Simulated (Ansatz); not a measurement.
Generalised stacking fault of Os (hcp, Mg type) on the (0001) plane. The cell below holds the perfect crystal with the plane normal along z; tilting its third vector by the shift puts one fault into each cell, between planes 2.16 Å apart, at fixed cell height.

```yaml
crystal:
  lattice:
    - [2.73835, 0.00000, 0.00000]
    - [1.36917, 2.37148, 0.00000]
    - [0.00000, 0.00000, 12.94780]
  atoms:
    - { symbol: Os, position: [0.33333, 0.33333, 0.08333] }
    - { symbol: Os, position: [0.33333, 0.33333, 0.41667] }
    - { symbol: Os, position: [0.33333, 0.33333, 0.75000] }
    - { symbol: Os, position: [0.66667, 0.66667, 0.91667] }
    - { symbol: Os, position: [0.66667, 0.66667, 0.25000] }
    - { symbol: Os, position: [0.66667, 0.66667, 0.58333] }
```

In-plane vectors a = (2.738, 0.000) Å, b = (1.369, 2.371) Å, area 6.49 Å². The shift is s times the vector a + b (length 4.743 Å), so s = 1 restores the start. Atoms relax along the normal only. γ = [E(shift) − E(0)] / area.

These are r2SCAN (plane waves to 500 eV, PAW, scalar-relativistic; Ansatz, a quantum-chemistry and plane-wave program) values and carry that method's errors. k mesh 16×16×3 (Γ-centred), Fermi-Dirac smearing 0.05 eV. E is the zero-smearing estimate. Stress and pressure are positive under compression. Some relaxations began with atoms very close together and may have settled on another branch. With partly filled bands, the k mesh leaves noise in γ, roughly 0.02 J/m² as judged from a few cases. Faults lie only 12.9 Å apart, and holding the cell height raises γ above its relaxed value. Os is run without spin polarisation. Os was relaxed with its symmetry unable to fall. Spin-orbit coupling is left out, though Os is heavy. γ is measured from zero shift.

| shift (Å) | γ (J/m²) | σ normal to the fault (GPa) |
|---|---|---|
| 0.000 | 0.00 | 0.4 |
| 0.395 | 0.84 | 4.6 |
| 0.791 | 2.08 | 14.3 |
| 1.186 | 2.83 | 21.9 |
| 1.581 | 3.07 | 24.5 |
| 1.976 | 2.82 | 21.8 |
| 2.371 | 2.14 | 14.9 |
| 2.767 | 1.32 | 8.4 |
| 3.162 | 0.87 | 5.8 |
| 3.557 | 1.21 | 7.5 |
| 3.952 | 1.39 | 8.2 |
| 4.348 | 0.69 | 3.3 |

Key numbers:

Highest computed γ on the line: 3.07 J/m²
Position of the highest point: s = 0.333
Local minima between the ends: s = 0.667
γ at the local minimum along the line, s = 0.667: 0.87 J/m²
Lower barrier from zero shift into that minimum (unstable fault energy, highest computed point): 1.39 J/m²
Steepest slope dγ/d(shift) before the first maximum (spline): 33 GPa

The 12 points together took around 100 core-minutes (rough).

(The slope of γ gives the shear force per area between the displaced halves; near zero shift its curvature is an elastic stiffness.)
